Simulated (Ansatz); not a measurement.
## A film clamped to a substrate in KTaO3

Method: DFT r2SCAN, scalar-relativistic, plane waves, PAW (Ansatz 0.2.0). The runs took a 500 eV cutoff, a Γ-centred 6×6×6 mesh and Gaussian smearing (0.05 eV). Spin–orbit coupling is left out, which matters for the heavy elements here. No spin polarisation. Energies are free energies at this smearing, counted from the undisturbed cell; pressure is positive in compression.

The starting cell (as given, not relaxed at this level; it stands at 0.3 GPa):

```xyz
5
Lattice="3.9883 0.0000 0.0000 0.0000 3.9883 0.0000 0.0000 0.0000 3.9883" Properties=species:S:1:pos:R:3 pbc="T T T"
K     1.9942    1.9942    1.9942
Ta    0.0000    0.0000    0.0000
O     1.9942    0.0000    0.0000
O     0.0000    1.9942    0.0000
O     0.0000    0.0000    1.9942
```

The cell (5 atoms, V0 = 63.44 Å³) is strained by p along both x and y and by q along z, fractional coordinates fixed. τp = (1/V0) ∂E/∂p = (σxx + σyy)(1 + p)(1 + q) and τq = (1/V0) ∂E/∂q = σzz(1 + p)², with tension positive.

```
     p q  ΔE (meV/atom)  τp (GPa)  τq (GPa)
 0.000   0.000           0.00     -0.59     -0.30
-0.025   0.000          30.74    -31.77     -4.62
 0.025   0.000          23.73     23.51      3.68
 0.000  -0.025          13.15     -4.90    -13.56
 0.000   0.025           9.95      3.41      9.89
```

**Question.** Get the second derivatives of the energy density.

**Answer.** Central differences give A = ∂τp/∂p = 1105 GPa (C11 + C22 + 2 C12), C = ∂τq/∂q = 469 GPa (C33) and the cross term B = ∂τq/∂p = 166 GPa (C13 + C23); ∂τp/∂q = 166 GPa must equal B, and any difference shows higher-order terms. The ions are clamped. In a cubic crystal C11 = C = 469, C12 = B/2 = 83 GPa and A should be 2(C11 + C12) = 1104 GPa; the bulk modulus is (C11 + 2 C12)/3 = 212 GPa.

**Question.** A film of this crystal grows with z along the normal on a substrate that imposes p. How does its thickness respond, and what does the misfit cost?

**Answer.** Count p and q from the stress-free cell. A free surface needs τq = 0, so q = −(B/C) p = -0.35 p. The energy density left is (A − B²/C) p²/2 = M p², with the biaxial modulus M = 523 GPa; a misfit of 1 % costs 4.14 meV/atom, against 4.38 meV/atom if the thickness were held.

At p = 0.050 the energies along q are 113.5 (q = -0.050), 86.9 (q = -0.025), 89.3 (q = 0.000), 113.8 (q = 0.025), 155.0 (q = 0.050) meV/atom.

**Question.** Does the linear rule hold at this misfit?

**Answer.** A parabola through the lowest point and its neighbours has its minimum at q = -0.015, 84.4 meV/atom. With the stress left in the starting cell, τp0 and τq0, linear elasticity gives q = −(τq0 + Bp)/C = -0.017 and E = V0(τp0 p + τq0 q + Ap²/2 + Bpq + Cq²/2)/N = 101.7 meV/atom. The energies differ by more than a tenth, so the quadratic law fails here: the gap holds the anharmonic part, with some error from the wide steps. Cubic terms also shift the vertex of so wide a parabola.

Symmetry holds off the tilts and polar distortions that many cubic perovskites undergo.